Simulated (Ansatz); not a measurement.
Relaxing Na16HF16

These are results of Ansatz, DFT PBE, scalar-relativistic, plane waves, PAW, not measurements. Run with 420 eV cutoff, 2×2×2 k-mesh, shifted by half a step, Gaussian smearing of 0.01 eV, no spin polarisation.

What was changed: H interstitial, charge +1, atoms relaxed at the host's cell.

In a supercell of 33 atoms the defect feels its periodic images.

Spin polarisation was left out.

Command:

```bash
ansatz run input.yaml --threads 4 --pin off --max-ram 6144MiB --backend cpu --events-out ev --progress --plain --runs-dir out
```

Input:

```yaml
crystal:
  lattice:
    - [-4.6999823628, 4.6999823628, 4.6999823628]
    - [4.6999823628, -4.6999823628, 4.6999823628]
    - [4.6999823628, 4.6999823628, -4.6999823628]
  atoms:
    - { symbol: Na, position: [-0.0013800929, 0.25, 0.7491087798] }
    - { symbol: Na, position: [0.0004888727, 0.5013800929, 0.5013800929] }
    - { symbol: Na, position: [-0.0013800929, 0.7491087798, 0.25] }
    - { symbol: Na, position: [0.25, -0.0013800929, 0.7491087798] }
    - { symbol: Na, position: [-0.0110780624, -0.0110780624, -0.0110780624] }
    - { symbol: Na, position: [0.25, 0.25, 0.5110780624] }
    - { symbol: Na, position: [0.25, 0.5110780624, 0.25] }
    - { symbol: Na, position: [0.4995111273, 0.7508912202, 0.7508912202] }
    - { symbol: Na, position: [0.25, 0.7491087798, -0.0013800929] }
    - { symbol: Na, position: [0.5013800929, 0.0004888727, 0.5013800929] }
    - { symbol: Na, position: [0.5110780624, 0.25, 0.25] }
    - { symbol: Na, position: [0.7508912202, 0.4995111273, 0.7508912202] }
    - { symbol: Na, position: [0.5013800929, 0.5013800929, 0.0004888727] }
    - { symbol: Na, position: [0.7508912202, 0.7508912202, 0.4995111273] }
    - { symbol: Na, position: [0.7491087798, -0.0013800929, 0.25] }
    - { symbol: Na, position: [0.7491087798, 0.25, -0.0013800929] }
    - { symbol: F, position: [0.5011115361, 0.7503092811, 0.25] }
    - { symbol: F, position: [0.499197745, -0.0011115361, -0.0011115361] }
    - { symbol: F, position: [0.5011115361, 0.25, 0.7503092811] }
    - { symbol: F, position: [0.7503092811, 0.5011115361, 0.25] }
    - { symbol: F, position: [0.5133263463, 0.5133263463, 0.5133263463] }
    - { symbol: F, position: [0.7496907189, 0.7496907189, 0.000802255] }
    - { symbol: F, position: [0.7496907189, 0.000802255, 0.7496907189] }
    - { symbol: F, position: [-0.0133263463, 0.25, 0.25] }
    - { symbol: F, position: [0.7503092811, 0.25, 0.5011115361] }
    - { symbol: F, position: [-0.0011115361, 0.499197745, -0.0011115361] }
    - { symbol: F, position: [0.000802255, 0.7496907189, 0.7496907189] }
    - { symbol: F, position: [0.25, -0.0133263463, 0.25] }
    - { symbol: F, position: [-0.0011115361, -0.0011115361, 0.499197745] }
    - { symbol: F, position: [0.25, 0.25, -0.0133263463] }
    - { symbol: F, position: [0.25, 0.5011115361, 0.7503092811] }
    - { symbol: F, position: [0.25, 0.7503092811, 0.5011115361] }
    - { symbol: H, position: [0.25, 0.25, 0.25] }
  host:
    lattice:
      - [0.0, 2.3499911814, 2.3499911814]
      - [2.3499911814, 0.0, 2.3499911814]
      - [2.3499911814, 2.3499911814, 0.0]
    atoms:
      - { symbol: Na, position: [0.0, 0.0, 0.0] }
      - { symbol: F, position: [0.5, 0.5, 0.5] }
total_charge: 1
basis:
  ecutwfc: 420
  xc_grid: 2
kpoints:
  mp_grid: { grid: [2, 2, 2], shift: [0.5, 0.5, 0.5] }
hamiltonian:
  xc: pbe
scf:
  occupations: { method: gaussian, width: 0.01 }
output:
  forces: true
  stress: false
  eigenvalues: true
  charged_corrections:
    defect_position: [0.25, 0.25, 0.25]
    epsilon: [[5.6239, 0.0, 0.0], [0.0, 5.6239, 0.0], [0.0, 0.0, 5.6239]]
relax:
  adjacent_minimum: "off"
  f_tol: 0.025
  max_steps: 45
```

F is the free energy.

Steps:

| step | F − F(1) (eV) | largest force component (eV/Å) |
| --- | --- | --- |
| 1 | 0.0000 | 0.975 |
| 2 | -1.3706 | 0.822 |
| 3 | -2.3121 | 0.444 |
| 4 | -2.4784 | 0.319 |
| 5 | -2.5489 | 0.041 |
| 6 | -2.5545 | 0.006 |

Relaxed structure:

```xyz
33
Lattice="-4.7000 4.7000 4.7000 4.7000 -4.7000 4.7000 4.7000 4.7000 -4.7000" Properties=species:S:1:pos:R:3 pbc="T T T"
Na    4.7394    2.3478   -2.3894
Na    4.7022    0.0394    0.0394
Na    4.7394   -2.3894    2.3478
Na    2.3478    4.7394   -2.3894
Na   -0.1370   -0.1370   -0.1370
Na    2.4870    2.4870   -0.1370
Na    2.4870   -0.1370    2.4870
Na    4.7022    2.3106    2.3106
Na    2.3478   -2.3894    4.7394
Na    0.0394    4.7022    0.0394
Na   -0.1370    2.4870    2.4870
Na    2.3106    4.7022    2.3106
Na    0.0394    0.0394    4.7022
Na    2.3106    2.3106    4.7022
Na   -2.3894    4.7394    2.3478
Na   -2.3894    2.3478    4.7394
F     2.3890   -0.0390    4.7377
F    -2.3877    2.3890    2.3890
F     2.3890    4.7377   -0.0390
F    -0.0390    2.3890    4.7377
F     2.1108    2.1108    2.1108
F    -0.0390   -0.0390    7.0123
F    -0.0390    7.0123   -0.0390
F     2.1108    0.2392    0.2392
F    -0.0390    4.7377    2.3890
F     2.3890   -2.3877    2.3890
F     7.0123   -0.0390   -0.0390
F     0.2392    2.1108    0.2392
F     2.3890    2.3890   -2.3877
F     0.2392    0.2392    2.1108
F     4.7377    2.3890   -0.0390
F     4.7377   -0.0390    2.3890
H     1.1750    1.1750    1.1750
```

The run converged. Time: 35 s on 4 threads of Arm Neoverse V1 (shared host), peak memory 0.93 GiB.